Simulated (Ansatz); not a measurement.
Lu3InN (anti-perovskite, space group No. 221) at seven volumes, the program Ansatz at the PBEsol level (PAW), scaled uniformly. One row is withheld.

```tsv
V (Å³/atom)	P (GPa)
17.926	12.00
18.517	7.36
19.108	3.39
19.699	0.00
20.290	-2.90
20.881	-5.39
21.472	?
```

Question: Fit the shown pressures and predict the withheld one.

Answer: Third-order Birch–Murnaghan: P = (3/2)B₀(x^(7/2) − x^(5/2))[1 + (3/4)(B′ − 4)(x − 1)] with x = (V₀/V)^(2/3). Least squares on the six rows gives V₀ = 19.699 Å³/atom, B₀ = 104.5 GPa, B′ = 4.17. At V = 21.472, x = 0.9442 and P = -7.53 GPa. The run itself gave -7.52 GPa.

Space group Pm-3m (anti-perovskite). The workflow started from an entry of the Crystallography Open Database (COD). Whether it is the stable phase at ambient conditions was not checked. Symmetry was held in the PBEsol relaxation; its stability against distortions is not shown here. Spin–orbit coupling is left out wherever it is not named.

Potentials: the later of the program's two PAW sets.
